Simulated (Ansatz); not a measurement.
# Relaxing a structure of HfO$_{2}$

The start is a generated cell, HfO2 placed in the AFLOW prototype A2B_oF24_70_e_a (C54, as in TiSi2). The structure is fully relaxed (lattice and positions, P = 0) with PBEsol (plane waves to 420 eV, PAW, scalar-relativistic; Ansatz, a first-principles code). First-step values are on the input's coarse k-mesh.

Ansatz input (later rounds restart from its end on a renewed k-mesh):
Ansatz 0.2 input:
```yaml
crystal:
  lattice:
    - [0, 3.8460373, 3.9778812]
    - [2.2330659, 0, 3.9778812]
    - [2.2330659, 3.8460373, 0]
  atoms:
    - { symbol: O, position: [0.6635, 0.3365, 0.6635] }
    - { symbol: O, position: [0.3365, 0.6635, 0.3365] }
    - { symbol: O, position: [0.5865, 0.9135, 0.5865] }
    - { symbol: O, position: [0.9135, 0.5865, 0.9135] }
    - { symbol: Hf, position: [0, 0, 0] }
    - { symbol: Hf, position: [0.25, 0.25, 0.25] }
basis: { ecutwfc: 420, ecutrho_ratio: 4, xc_grid: 2, fft_grid_basis: typed }
kpoints: { mp_grid: { grid: [7, 7, 7] } }
hamiltonian:
  xc: pbesol
  dispersion: none
  pseudopotentials: { azcp: { folder: ./paw }, kind: paw }
scf: { occupations: { method: fermi_dirac, width: 0.05 } }
relax: { f_tol: 0.01, max_steps: 100, cell: { stress_tol: 0.02 } }
output: { forces: true, stress: true }
```

```yaml
initial_pressure: "-32 GPa (negative: the cell is under tension)"
largest_initial_force: about 2.5 eV/Å, on O1, O2, O3, O4 (atoms numbered as listed)
energy_released: 0.55 eV/atom
Shortest distances (start → end): "The closest pairs of elements (up to four, under 3.6 Å), start → end: O–O 2.36 → 2.20 Å; Hf–O 2.38 → 2.25 Å; Hf–Hf 2.98 → 2.90 Å"
band_gap_at_the_end: no gap (metallic)
optimiser_moves: 11
```

Final values are on a 15×15×15 k-mesh of the relaxed cell. No spin polarisation in the result. The d or f electrons are treated with no Hubbard U.

The run could not lower the symmetry of its start; a shaken copy of this end point relaxes with PBEsol to Fm-3m (No. 225), 1.00 eV/atom lower.

The relaxed structure here is a generated cell of HfO2: the first start was made by placing the elements on the sites of a structure type, and the end was not matched to a known phase here, so it may be hypothetical. Known forms of HfO2 include space group No. 14, 29, 137, 225.
